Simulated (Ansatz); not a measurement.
C:
```
C
1.0
    4.58156     1.25789     0.00000
   -4.58156     1.25789     0.00000
   -0.50529     0.00000     4.10288
C
8
Direct
  0.44271   0.55729   0.12032
  0.22880   0.77120   0.58542
  0.28569   0.71431   0.94060
  0.05815   0.94185   0.65370
  0.55729   0.44271   0.87968
  0.77120   0.22880   0.41458
  0.71431   0.28569   0.05940
  0.94185   0.05815   0.34630
```

Relaxed with r²SCAN. Independent-particle spectrum: no excitons, no local fields, no scissors shift; 0.1 eV broadening; ε₁ of the summed bands alone.

Tabulate the dielectric function from r²SCAN (plane waves, PAW; program Ansatz).



| E (eV) | ε₁ xx | ε₂ xx | ε₁ yy | ε₂ yy | ε₁ zz | ε₂ zz |
|---|---|---|---|---|---|---|
| 0.0 | 5.63 | 0.00 | 5.42 | 0.00 | 5.48 | 0.00 |
| 0.3 | 5.63 | 0.00 | 5.42 | 0.00 | 5.48 | 0.00 |
| 0.6 | 5.64 | 0.00 | 5.43 | 0.00 | 5.49 | 0.00 |
| 0.9 | 5.67 | 0.00 | 5.45 | 0.00 | 5.51 | 0.00 |
| 1.2 | 5.70 | 0.00 | 5.48 | 0.00 | 5.54 | 0.00 |
| 1.5 | 5.73 | 0.00 | 5.51 | 0.00 | 5.57 | 0.00 |
| 1.8 | 5.78 | 0.00 | 5.55 | 0.00 | 5.61 | 0.00 |
| 2.1 | 5.84 | 0.00 | 5.59 | 0.00 | 5.66 | 0.00 |
| 2.4 | 5.91 | 0.00 | 5.65 | 0.00 | 5.72 | 0.00 |
| 2.7 | 5.99 | 0.00 | 5.72 | 0.00 | 5.79 | 0.00 |
| 3.0 | 6.09 | 0.00 | 5.80 | 0.00 | 5.87 | 0.00 |
| 3.3 | 6.20 | 0.00 | 5.89 | 0.00 | 5.96 | 0.00 |
| 3.6 | 6.34 | 0.00 | 5.99 | 0.00 | 6.07 | 0.00 |
| 3.9 | 6.50 | 0.00 | 6.12 | 0.00 | 6.20 | 0.00 |
| 4.2 | 6.70 | 0.00 | 6.26 | 0.00 | 6.35 | 0.00 |
| 4.5 | 6.95 | 0.00 | 6.43 | 0.00 | 6.54 | 0.00 |
| 4.8 | 7.26 | 0.08 | 6.64 | 0.01 | 6.76 | 0.02 |
| 5.1 | 7.64 | 0.13 | 6.84 | 0.04 | 7.04 | 0.04 |
| 5.4 | 8.11 | 0.49 | 7.13 | 0.04 | 7.41 | 0.18 |
| 5.7 | 8.38 | 0.80 | 7.50 | 0.06 | 7.66 | 0.40 |
| 6.0 | 8.79 | 1.19 | 8.03 | 0.14 | 7.96 | 0.54 |
| 6.3 | 8.97 | 1.75 | 8.67 | 0.62 | 8.31 | 0.88 |
| 6.6 | 9.08 | 2.20 | 9.00 | 1.17 | 8.51 | 1.12 |
| 6.9 | 9.19 | 2.63 | 9.05 | 1.78 | 8.82 | 1.28 |
| 7.2 | 9.37 | 3.06 | 9.31 | 2.09 | 9.39 | 1.51 |
| 7.5 | 9.52 | 3.57 | 9.54 | 2.66 | 10.18 | 2.00 |
| 7.8 | 9.74 | 4.02 | 9.70 | 3.10 | 10.98 | 3.08 |
| 8.1 | 10.17 | 4.73 | 10.03 | 3.83 | 10.91 | 4.80 |
| 8.4 | 10.62 | 5.88 | 10.31 | 4.82 | 10.53 | 5.63 |
| 8.7 | 10.20 | 7.65 | 10.18 | 5.43 | 10.42 | 6.83 |
| 9.0 | 8.53 | 7.99 | 9.96 | 6.72 | 9.19 | 8.02 |
| 9.3 | 9.32 | 8.38 | 9.70 | 7.31 | 8.24 | 8.39 |
| 9.6 | 8.66 | 10.56 | 9.49 | 8.40 | 7.54 | 8.36 |
| 9.9 | 6.83 | 11.23 | 8.68 | 9.31 | 6.76 | 8.19 |
| 10.2 | 5.22 | 11.17 | 8.48 | 9.71 | 7.47 | 7.83 |
| 10.5 | 4.68 | 11.37 | 7.87 | 11.59 | 8.11 | 9.56 |
| 10.8 | 3.71 | 11.49 | 6.36 | 12.62 | 7.26 | 11.23 |
| 11.1 | 2.92 | 12.28 | 4.43 | 13.88 | 5.24 | 12.98 |
| 11.4 | 0.77 | 12.96 | 2.13 | 13.47 | 3.10 | 12.81 |
| 11.7 | -1.45 | 11.39 | 0.25 | 12.44 | 1.45 | 11.55 |
| 12.0 | -2.22 | 9.53 | -0.09 | 11.26 | 1.38 | 10.85 |

From ε at 6.0 eV (xx: 8.79 + 1.19i), find n, k, the normal reflectivity and the absorption coefficient.

n = 2.97, k = 0.200, R = 25 %, α = 2kE/ħc = 120000 cm⁻¹.

With all bands, ε∞ without local fields is 5.83 (xx), 5.60 (yy), 5.65 (zz).

Space group C2/m. The start of the workflow was typed in or built on a structure type; the Crystallography Open Database copy checked does not list it. It is not the phase usual at ambient conditions (space group No. 194, 227). The cell was relaxed with r²SCAN under the symmetry of its start; whether a distortion lowers the energy is not shown.

Potentials: the later of the program's two PAW sets.
